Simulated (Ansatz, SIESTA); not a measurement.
**One calculation of InSb3, 3 ways**

```
CELL_PARAMETERS angstrom
0.00000 3.79455 3.79455
3.79455 0.00000 3.79455
3.79455 3.79455 0.00000
ATOMIC_POSITIONS crystal
Sb 0.50000 0.50000 0.50000
Sb 0.75000 0.75000 0.75000
Sb 0.25000 0.25000 0.25000
In 0.00000 0.00000 0.00000
```

The cell comes from a database or a generator and needn't be the stable form of this composition.

Alike in all runs: task single point; functional PBEsol; k mesh 6 × 6 × 6; occupations fermi-dirac, width 0.05 eV; no spin polarisation; no spin-orbit coupling. A missing gap at this level doesn't show that the real crystal is a metal. Pressure is positive in compression and, in plane waves, holds the error of the finite cutoff, which Ansatz's Pulay term estimates and takes out.

```tsv
program and potentials	plane-wave cutoff (eV)	notes	band gap (eV)	pressure (GPa)
Ansatz, Ansatz PAW	420	potentials made for PBE, which Ansatz adapts in part; Pulay term of +0.04 GPa included	no gap	-3.10
SIESTA, files PseudoDojo sr-pbesol-0.4.1-standard, DZP (energy shift 0.003 Ry; two zetas on semicore shells)	-	atomic basis	no gap	-1.69
Ansatz, all-electron LAPW, scalar-relativistic	-	-	no gap	-3.09
```

None finds a gap. The pressure spans -3.10 (Ansatz, Ansatz PAW) to -1.69 GPa (SIESTA, files PseudoDojo sr-pbesol-0.4.1-standard, DZP (energy shift 0.003 Ry; two zetas on semicore shells)), with all-electron results at -3.09. Rows in atomic bases carry the error of their basis and grid, which can be large.

Differences between rows come from potentials, basis sets and numerical settings, since the functional is the same but for its coding. Runs on potential files found faulty are left out.
